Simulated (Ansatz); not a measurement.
FeNi$_{3}$ (Cu3Au type)

```xyz
4
Lattice="3.5143 0.0000 0.0000 0.0000 3.5143 0.0000 0.0000 0.0000 3.5143" Properties=species:S:1:pos:R:3 pbc="T T T"
Ni     0.0000     1.7571     1.7571
Ni     1.7571     1.7571     0.0000
Ni     1.7571     0.0000     1.7571
Fe     0.0000     0.0000     0.0000
```

The slice is a {100} plane (indices of the conventional cell) through the point (0.000, 0.000, 0.000) (fractional), spanned by u = [100] and v = [010] in vectors of this cell: u (3.51 Å) and v (3.51 Å, at 90° to u). It covers one period; positions are fractions (u, v).

Computed with r2SCAN (plane waves to 500 eV, PAW, scalar-relativistic; Ansatz, a program for electronic structure). k mesh 13×13×13. These are valence fields of a PAW run, semicore shells included where kept as valence: close to a nucleus they are smooth pseudo fields. FeNi3 was relaxed with its symmetry unable to fall. Relaxed FeNi3 ends ferromagnetic. The magnetic order is the one the run started from; other orders were not tried.

Question: What is the valence density on the shortest Ni–Fe line in this plane (2.48 Å), at its midpoint?

Answer: 0.33 e/Å³.

Question: What is the ELF at the midpoint of the shortest Ni–Fe line in this plane (2.48 Å)?

Answer: 0.25.

Question: Sketch the electron localisation function (ELF) on this plane as a map.

Answer: 
```
|xxxx@*:   :-=====-:   :*@xxx|
|xxxx%+:  .:-=====-:.  :+%xxx|
|xxx@*=.  :-=======-:  .=*@xx|
|@@%*=:. .:---------:. .:=*%@|
|**+=:. .:--:::.:::--:. .:=+*|
|:::.. .:--:.......:--:. ..::|
|     .:--:.........:--:.    |
|    .:--::.:::::::.::--:.   |
|  .::--::::---=---::::--::. |
|:::---:..:-=+++++=-:..:---::|
|---=-:..:-=+xxxxx+=-:..:-=--|
|====-:..:-+xxxxxxx+-:..:-===|
|====-:..:-+xxxxxxx+-:..:-===|
|====-...:=+xxxxxxx+=:...-===|
|====-:..:-+xxxxxxx+-:..:-===|
|====-:..:-+xxxxxxx+-:..:-===|
|---=-:..:-=+xxxxx+=-:..:-=--|
|:::---:..:-=+++++=-:..:---::|
|  .::--::::---=---::::--::. |
|    .:--::.:::::::.::--:.   |
|     .:--:.........:--:.    |
|:::.. .:--:.......:--:. ..::|
|**+=:. .:--:::.:::--:. .:=+*|
|@@%*=:. .:---------:. .:=*%@|
|xxx@*=.  :-=======-:  .=*@xx|
|xxxx%+:  .:-=====-:.  :+%xxx|
|xxxx@*:   :-=====-:   :*@xxx|
|xxxx@*:   :-=====-:   :*@xxx|
```
Scale: ten equal steps from 0.11 (start of ' ') to 0.55 (end of '@'), in the order ' .:-=+*#%@'. Values: electron localisation function (ELF). The map has 28 points along u (one character each, u = 0 at the left) and 28 along v (v = 0 in the bottom row). Points within 0.5 Å of a nucleus are blanked (x), as the pseudised field means little there.
